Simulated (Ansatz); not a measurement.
CaSe:
```
CaSe
1.0
    0.00000     2.96743     2.96743
    2.96743     0.00000     2.96743
    2.96743     2.96743     0.00000
Ca Se
1 1
Direct
  0.00000   0.00000   0.00000
  0.50000   0.50000   0.50000
```

Cartesian axes are those of the cell as given.

### Question
Give the high-frequency dielectric tensor and the Born effective charge tensors of the independent atoms from DFPT, DFT-r²SCAN in the program Ansatz with PAW potentials.

### Answer

ε∞:
```
5.08  0.00  0.00
0.00  5.08  0.00
0.00  0.00  5.08
```
Z* of atom 1 (Ca), rows: field, columns: displacement, in e:
```
2.33  0.00  0.00
0.00  2.33  0.00
0.00  0.00  2.33
```
Z* of atom 2 (Se), rows: field, columns: displacement, in e:
```
-2.33   0.00   0.00
 0.00  -2.33   0.00
 0.00   0.00  -2.33
```

Static charges for comparison (Bader): Ca1 +1.51, Se2 -1.51 e. Born charges measure polarisation by displacement and can exceed these by far.

Space group Fm-3m (rock salt). The cell was relaxed with r²SCAN under the symmetry of its start; phonons on a q-mesh show no instability. Spin–orbit coupling is left out wherever it is not named.

Potentials: the later of the program's two PAW sets.
